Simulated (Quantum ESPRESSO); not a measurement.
K2SnF6 is modelled in the trigonal space group P-3m1 (No. 164), Pearson symbol hP9. Cell: a = 5.856 Å, b = 5.856 Å, c = 4.582 Å, α = 90.00°, β = 90.00°, γ = 120.00°. F on 6i has 1 Sn at 1.981 Å and 1 K at 2.737 Å and 3 K at 2.944–2.994 Å (square pyramidal). K on 2d is surrounded by 3 F at 2.737 Å and 9 F at 2.944–2.994 Å. Sn on 1a sees 6 F at 1.981 Å (octahedral). (Neighbours: up to the widest gap in distance over summed covalent radii, below 1.35, at either atom; cation-cation contacts left out.)

The geometry is that of Materials Project entry mp-1205971, symmetrised and not relaxed again.

Question: What does LDA (pw.x of Quantum ESPRESSO, ONCV potentials, scalar-relativistic) give for the electronic structure near the Fermi level?

Answer: The LDA gap is 5.19 eV and nearly direct: the edges lie at Γ and Γ, the smallest direct gap within 0.02 eV of it. Another valence extremum on the path lies within 0.02 eV, too close to call. Spin-orbit splittings are left out.

The structure is a Materials Project entry; no match was found in the copy of COD used, and its stability was not checked.
